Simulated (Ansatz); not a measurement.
Consider the following.

MgO:
```xyz
8
Lattice="5.5107 0.0000 0.0000 0.0000 5.5107 0.0000 0.0000 0.0000 3.2764" Properties=species:S:1:pos:R:3 pbc="T T T"
Mg     1.7663     3.7444     0.0000
Mg     3.7444     1.7663     0.0000
Mg     4.5217     4.5217     1.6382
Mg     0.9890     0.9890     1.6382
O      1.7445     1.7445     0.0000
O      3.7662     3.7662     0.0000
O      1.0109     4.4999     1.6382
O      4.4999     1.0109     1.6382
```

This is the PBEsol-relaxed structure.

All from plane-wave PAW PBEsol (Ansatz code), unless another level is named. Give the HSE06 gap on the PBEsol cell.

5.07 eV.

What about the band gap?

3.36 eV (smallest direct gap 3.37 eV).

What about the conduction-band minimum?

at Γ.

Space group P4_2/mnm. The start of the workflow was typed in or built on a structure type; neither database checked (COD, Materials Project) lists it. It is not the phase usual at ambient conditions (space group No. 225). The cell was relaxed with PBEsol under the symmetry of its start; whether a distortion lowers the energy is not shown.

Potentials: the earlier of the program's two PAW sets. The files were generated under PBE; for other functionals the program regenerates the frozen cores, and for LDA and PBEsol the local potential too.
